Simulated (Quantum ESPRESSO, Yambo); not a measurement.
**G0W0 results for SrO**

```xyz
2
Lattice="0.0000 2.5304 2.5304 2.5304 0.0000 2.5304 2.5304 2.5304 0.0000" Properties=species:S:1:pos:R:3 pbc="T T T"
O      0.0000     0.0000     0.0000
Sr     2.5304     2.5304     2.5304
```

Cell and atoms were relaxed with LDA from Materials Project entry mp-2472, within its symmetry.

Starting point: LDA (pw.x of Quantum ESPRESSO, ONCV potentials, no spin-orbit coupling). G0W0 in Yambo: 6×6×6 Γ-centred k mesh, 77 bands and a 10 Ry block in the screening, 77 bands in G with the Bruneval-Gonze terminator, plasmon pole fitted at 27.2 eV.

```yaml
LDA gap along the band path: 3.13 eV
LDA gap between the mesh's edge points (Γ → X): 3.13 eV
G0W0 gap between the same points: 5.23 eV
LDA smallest direct gap on the mesh (at X): 3.17 eV
G0W0 direct gap at that point: 5.31 eV
```

| k point | band | E LDA (eV) | E QP (eV) | shift (eV) | Z |
|---|---|---|---|---|---|
| Γ | VB | 0.00 | -1.04 | -1.04 | 0.79 |
| Γ | CB | 4.17 | 5.04 | 0.87 | 0.85 |
| X | VB | -0.04 | -1.12 | -1.08 | 0.79 |
| X | CB | 3.13 | 4.19 | 1.06 | 0.86 |

Energies count from the LDA valence-band maximum.

Nearest settings tried, and what they do to the gap: 59 bands in W, 59 bands in G: +13 meV; 8 Ry block (89 vectors against 137): -73 meV; 8×8×8 mesh: +12 meV. So the settings aren't converged at that level.
